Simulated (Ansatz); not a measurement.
Si: opening a crack plane

Si, P6/mmm, a = 2.608 Å, c = 2.471 Å. This isn't the element's structure at ambient conditions. Ansatz: LDA, PAW, 420 eV, Γ-centred 26×26×6 mesh on 4 atoms, Gaussian smearing 0.15 eV; no spin polarisation. One cut on (001) per cell of 4 atoms is opened rigidly by x, between planes of Si and Si that stand 2.47 Å apart; y is the energy per area (5.893 Å², 1 eV/Å² = 16.02 J/m²).

```tsv
x (Å)	y (J/m²)
0.00	0.000
0.25	0.298
0.50	?
0.75	1.220
1.00	1.573
1.50	2.040
2.00	2.289
3.00	2.469
6.00	2.516
```

Question: Fit the universal binding curve y = W[1 − (1 + x/l) e^(−x/l)] to the other rows, give the peak stress, and predict the missing value.

Answer: Least squares gives W = 2.49 J/m² and l = 0.465 Å. The stress dy/dx peaks at x = l with W/(e l) = 19.7 GPa, for rigid faces. At x = 0.50: x/l = 1.075, y = 0.727 J/m². The run gave 0.775 J/m², so the fit is 0.048 J/m² too low, within twice the rms miss on the fitted rows (0.027 J/m²).

Cost: 11 runs of about 4.3 core-minutes in all, on Intel Xeon Platinum 8259CL (Skylake/Cascade Lake) (shared hosts).